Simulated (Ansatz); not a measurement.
## Moving the pressure in Hf2Pd2Se2Br2O3

The cell as given:

```
Hf Pd Se Br O
1.0
    -1.89227    2.67212   12.28423
     1.89227   -2.67212   12.28423
     1.89227    2.67212  -12.28423
Hf Pd Se Br O
2 2 2 2 3
Cartesian
  0.0000 0.0000 22.6263
  0.0000 0.0000 1.9421
  0.0000 0.0000 16.7881
  0.0000 0.0000 7.7803
  0.0000 2.6721 2.8934
  1.8923 0.0000 9.3908
  0.0000 0.0000 19.3256
  0.0000 0.0000 5.2429
  0.0000 2.6721 9.8571
  1.8923 0.0000 2.4271
  0.0000 0.0000 0.0000
```

The cell comes from a database or a generator and needn't be the stable form of this composition.

Kept alike: task relaxation of cell and atoms; functional PBE; k mesh 6 × 6 × 6; occupations fermi-dirac, width 0.05 eV; no spin polarisation. Program: Ansatz, Ansatz PAW, cutoff 420 eV. The mesh is that of the run's cell of 11 atoms. No spin-orbit coupling.

| run | volume (Å³/atom) |
| --- | --- |
| A | 19.860 |
| B | 21.009 |
| C | 21.873 |

The relaxations keep at least the cell's symmetry (Immm). For a metal such a mesh leaves the last digits unconverged. Runs of this series that gave no sound value for these columns are left out. The runs follow the start's structure, whether or not it is the stable one at these pressures. Ansatz's relaxations hold a Pulay term in the stress (up to 0.2 GPa here). P is the pressure aimed at, which the runs meet within some hundredths to tenths of a GPa.

The runs differ in the pressure alone: 2; 5; 10 GPa. Which run is which?

Run A is 10 GPa; run B is 5 GPa; run C is 2 GPa. The volume falls from 21.873 to 19.860 Å³/atom between 2 and 10 GPa.
